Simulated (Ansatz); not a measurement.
GaAs in space group P4_2/mnm (No. 136; Ga on 4g, As on 4f), plane-wave PAW PBEsol (Ansatz code), all energies at zero smearing, with the estimated change up to a 700 eV cutoff added, with one set of potentials and settings (totals compare only within such a set). Cell of 8 atoms (4 Ga, 4 As): -34226.833 eV.

| element | reference phase | E (eV/atom) |
|---|---|---|
| Ga | Cmce, 4 atoms in the cell | -3743.2073 |
| As | R-3m, 2 atoms in the cell | -4813.0298 |

Formation energy per atom, worked out: (-34226.833 − 4×(-3743.2073) − 4×(-4813.0298))/8 = -0.236 eV/atom (-23 kJ per mol of atoms), at 0 K, without zero-point energy or fitted corrections.

The start of the workflow was typed in or built on a structure type; neither database checked (COD, Materials Project) lists it. It is not the phase usual at ambient conditions (space group No. 216). Symmetry was held in the PBEsol relaxation; its stability against distortions is not shown here. The volume moved by 16 % from the start of the relaxation. The references are the lowest solids computed at this level, not always the standard phases.

Potentials: the earlier of the program's two PAW sets. The files were generated under PBE; for other functionals the program regenerates the frozen cores, and for LDA and PBEsol the local potential too.
